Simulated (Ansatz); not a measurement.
ZrTa (L1₀ or tetragonal B2, P4/mmm) at seven volumes, DFT-PBEsol in the program Ansatz with PAW potentials, shape and atoms relaxed at each. One row is withheld.

| V (Å³/atom) | P (GPa) |
|---|---|
| 17.938 | 15.65 |
| 18.529 | 9.66 |
| 19.121 | ? |
| 19.712 | 0.00 |
| 20.303 | -3.83 |
| 20.895 | -7.11 |
| 21.486 | -10.01 |

Task: Fit the shown pressures and predict the withheld one.

Result: Third-order Birch–Murnaghan: P = (3/2)B₀(x^(7/2) − x^(5/2))[1 + (3/4)(B′ − 4)(x − 1)] with x = (V₀/V)^(2/3). Least squares on the six rows gives V₀ = 19.714 Å³/atom, B₀ = 137.6 GPa, B′ = 3.94. At V = 19.121, x = 1.0206 and P = 4.46 GPa. The run itself gave 4.47 GPa.

The start of the workflow was typed in or built on a structure type; neither database checked (COD, Materials Project) lists it. Its standing as an ambient phase is unchecked. The PBEsol relaxation kept the symmetry of its start. At this level the phase is mechanically unstable. The run is not spin-polarised. Its formation energy is positive at this level, so the cell may be metastable or incomplete. Spin–orbit coupling is left out wherever it is not named.

Potentials: the earlier of the program's two PAW sets. The files were generated under PBE; for other functionals the program regenerates the frozen cores, and for LDA and PBEsol the local potential too.
